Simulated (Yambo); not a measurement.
**Excitons in ScF₃**

```xyz
4
Lattice="2.8073 1.6208 2.2922 -2.8073 1.6208 2.2921 0.0000 -3.2416 2.2921" Properties=species:S:1:pos:R:3 pbc="T T T"
F     -1.4036     2.4312     3.4382
F     -1.4036     0.8104     1.1461
F     -2.8073     0.0000     3.4382
Sc    -2.8073     1.6208     2.2921
```

Cell and atoms were relaxed with LDA from Materials Project entry mp-559092, within its symmetry.

BSE in Yambo on LDA (Quantum ESPRESSO, PseudoDojo norm-conserving, 84 Ry, no spin-orbit coupling) bands: 6×6×6 mesh, 9 valence and 6 conduction bands, static screening with 39 bands and a 4 Ry block, scissor 5.19 eV, Tamm-Dancoff; field along x.

| state | energy (eV) | states within 2 meV | relative strength | class | main transitions |
|---|---|---|---|---|---|
| 1 | 9.69 | 2 | < 0.01 | dark | several band pairs |
| 2 | 9.71 | 1 | < 0.01 | dark | several band pairs |
| 3 | 9.73 | 3 | < 0.01 | dark | several band pairs |
| 4 | 9.81 | 3 | 1.00 | strong | several band pairs |
| 5 | 9.81 | 3 | < 0.01 | dark | several band pairs |
| 6 | 9.88 | 3 | < 0.01 | dark | several band pairs |
| 7 | 9.90 | 1 | < 0.01 | dark | several band pairs |
| 8 | 9.90 | 2 | < 0.01 | dark | several band pairs |
| 9 | 9.94 | 1 | < 0.01 | dark | several band pairs |
| 10 | 10.06 | 3 | < 0.01 | dark | several band pairs |

These are vertical excitations (zero momentum); the indirect quasiparticle gap, about 11.60 eV, is smaller than the direct one (12.14 eV on the GW mesh). The direct quasiparticle gap on this mesh is 12.14 eV; counted from there, state 1 is bound by 2.45 eV. On a 4×4×4 mesh the same difference is 2.44 eV.

Spin singlets only. Strengths are relative to the strongest of the lowest states of this run; strong means a line over 3 % of the spectrum's maximum, dark under 0.03 %. Absolute energies carry the error of the G0W0 scissor, whose convergence isn't established.

The cell is held in this high symmetry; tilts and polar distortions were not searched.
